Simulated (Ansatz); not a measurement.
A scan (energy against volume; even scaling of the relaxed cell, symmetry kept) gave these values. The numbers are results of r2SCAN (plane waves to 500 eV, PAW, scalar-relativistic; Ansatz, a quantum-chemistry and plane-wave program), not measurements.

| Item | Value |
|---|---|
| Bulk modulus B₀ (third-order Birch-Murnaghan fit) | 17.9 GPa |
| Pressure derivative B₀′ (fit) | 3.2 |
| Equilibrium volume of the fit | 43.17 Å³/atom |

**Question.** Of these crystals, all scanned alike, which one is it?
A) MnSi (FeSi type, space group P2_13)
B) InSb (zinc blende)
C) Ca (fcc, Cu type)

**Answer.** C, Ca (fcc, Cu type). The others have, for the bulk modulus: InSb 43.4 GPa, MnSi 182 GPa

All were relaxed with their symmetry unable to fall. At this level the bands of InSb touch or barely overlap; measurements give the solid a gap. Relaxed MnSi ends ferromagnetic. Spin-orbit coupling is left out. The PAW data are Ansatz's earlier set. The magnetic order is the one the run started from; other orders were not tried. (This holds for the magnetic or f-shell members.)

(A scan under strain: stresses follow from slopes of the energy per volume, elastic moduli from its curvatures.)
